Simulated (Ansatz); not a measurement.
CaPd$_{5}$ in space group P6/mmm (No. 191; Ca on 1a, Pd on 3g, Pd on 2c) under volume change, r²SCAN in the plane-wave PAW code Ansatz, shape and atoms relaxed at each volume.

```json
[
 {"V (Å³/atom)": "16.287", "E − E(relaxed) (meV/atom)": "70.2", "P (GPa)": "15.37"},
 {"V (Å³/atom)": "16.824", "E − E(relaxed) (meV/atom)": "?", "P (GPa)": "?"},
 {"V (Å³/atom)": "17.361", "E − E(relaxed) (meV/atom)": "6.9", "P (GPa)": "4.22"},
 {"V (Å³/atom)": "17.898", "E − E(relaxed) (meV/atom)": "0.0", "P (GPa)": "0.01"},
 {"V (Å³/atom)": "18.435", "E − E(relaxed) (meV/atom)": "?", "P (GPa)": "?"},
 {"V (Å³/atom)": "18.972", "E − E(relaxed) (meV/atom)": "22.6", "P (GPa)": "-6.37"},
 {"V (Å³/atom)": "19.509", "E − E(relaxed) (meV/atom)": "48.1", "P (GPa)": "-8.76"}
]
```

### Question
Complete the blanks.

### Answer

- 16.824, E − E(relaxed) (meV/atom): 29.2
- 16.824, P (GPa): 9.28
- 18.435, E − E(relaxed) (meV/atom): 6.0
- 18.435, P (GPa): -3.48

### Question
What does a third-order Birch–Murnaghan fit give for V₀, B₀ and B′?

### Answer
V₀ = 17.90 Å³/atom, B₀ = 127 GPa, B′ = 5.2.

The workflow started from an entry of the Crystallography Open Database (COD). Whether it is the stable phase at ambient conditions was not checked. Symmetry was held in the r²SCAN relaxation; its stability against distortions is not shown here. No spin polarisation was allowed.

Potentials: the later of the program's two PAW sets.
